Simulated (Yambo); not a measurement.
# Rb3RhF6: sweep of GW parameters

G0W0@LDA for Rb3RhF6 (space group Fm-3m, No. 225) in Yambo. Reference settings: 2×2×2 Γ-centred k mesh, bands 5 to 282 and a 7 Ry block in the screening, 282 bands in G with the Bruneval-Gonze terminator, plasmon pole fitted at 27.2 eV. The LDA gap X → X on this mesh is 2.03 eV; G0W0 gaps are taken between the same points.

```csv
change from the reference,G0W0 gap X → X (eV),shift of the valence edge (eV),rough Yambo cost
reference settings,5.72,-1.48,1
"113 bands in W, 113 bands in G",5.81,-1.33,about 1/3
exchange cut at 20 Ry,5.76,-0.65,–
exchange cut at 10 Ry,5.85,1.22,–
"76 bands in W, 76 bands in G, 4 Ry block",6.10,-1.50,about 1/6
"76 bands in W, 76 bands in G, 6 Ry block",6.02,-1.40,about 1/5
"162 bands in W, 162 bands in G, 3 Ry block",5.94,-1.53,about 1/2
"221 bands in W, 221 bands in G, 4 Ry block",5.79,-1.51,about 1/2
"221 bands in W, 221 bands in G, 3 Ry block",5.92,-1.58,about 1/2
"221 bands in W, 221 bands in G, 6 Ry block",5.71,-1.45,within a factor of two
"221 bands in W, 221 bands in G, 2 Ry block",6.33,-1.86,within a factor of two
"76 bands in W, 76 bands in G, 3 Ry block, no terminator",6.25,-1.34,about 1/8
"76 bands in W, 76 bands in G, no terminator",6.04,-1.05,about 1/7
"162 bands in W, 162 bands in G, 3 Ry block, no terminator",5.98,-1.32,about 1/3
"3 Ry block, no terminator",5.95,-1.48,within a factor of two
```

The reference isn't shown to be the converged limit. Costs are rough (shared machines), scaled to the same edge states, and given only for runs that recompute the screening.

Spin-orbit splittings are left out.

Geometry of the Materials Project entry, not relaxed at this level; primitive cell a = b = c = 6.4438 Å, α = β = γ = 60.00°.

The structure is a Materials Project entry; no match was found in the copy of COD used, and its stability was not checked.

A shift is the quasiparticle energy of the state minus its LDA energy.
